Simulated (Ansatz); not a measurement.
## Surface calculation: hcp Ru (0001), 5 layers

The slab is cut from the hcp crystal, the stable phase, as relaxed on PAW files (13.77 Å³/atom), with 16 Å of vacuum and a dipole correction:

```yaml
crystal:
  lattice:
    - [2.72074, 0.00000, 0.00000]
    - [-1.36037, 2.35623, 0.00000]
    - [0.00000, 0.00000, 24.59210]
  atoms:
    - { symbol: Ru, position: [0.00000, 0.00000, 0.32531] }
    - { symbol: Ru, position: [0.33333, 0.66667, 0.41265] }
    - { symbol: Ru, position: [0.00000, 0.00000, 0.50000] }
    - { symbol: Ru, position: [0.33333, 0.66667, 0.58735] }
    - { symbol: Ru, position: [0.00000, 0.00000, 0.67469] }
```

Computed with Ansatz 0.2.0; functional PBE, scalar-relativistic. Settings: a Γ-centred 14×14×1 k mesh, Fermi–Dirac smearing of 0.08 eV, no spin polarisation. Methods: LAPW: all electrons, basis error target 1 meV/atom; PAW: frozen-core files, cutoff 420 eV.

The bulk energy comes from a cell in the slab's orientation on a 14×14×8 mesh. The surface energy is (E(slab) − N·E(bulk))/2A at zero smearing, the mean of both faces; thin slabs carry quantum-size effects.

Task: As cut, the LAPW slab lies 2.175 eV above 5 atoms of bulk. What surface energy is that?

Result: Over two faces of 6.41 Å² it is 169.7 meV/Å², and times 16.02 J/m² per eV/Å² that gives γ = 2.718 J/m².

Task: What do relaxation and the other method give, and what work function comes out?

Result: 

| method | γ as cut (J/m²) | γ relaxed (J/m²) | Φ as cut (eV) | Φ relaxed (eV) |
| --- | --- | --- | --- | --- |
| LAPW | 2.718 | 2.642 | 5.03 | 4.96 |
| PAW | 2.715 | 2.639 | 5.03 | 4.96 |

Task: How do the spacings between the planes relax?

Result: From the bottom face up: d12 -3.8 % of 2.148 Å, d23 +0.7 % of 2.148 Å, d34 +0.7 % of 2.148 Å, d45 -3.8 % of 2.148 Å.

Task: What changes if relativity is switched off, at the same positions?

Result: LAPW then gives: no gap, work function 4.81 eV.

Task: A 3d core hole is made on one atom of each kind in every 1×1 cell (PAW hole dataset, neutral cell, valence without spin). What does it cost by layer?

Result: layer 1 279.03 eV, layer 2 279.55 eV, layer 3 279.39 eV. Shifts between layers mean more than the absolute values, and a whole layer of holes screens otherwise than one hole.
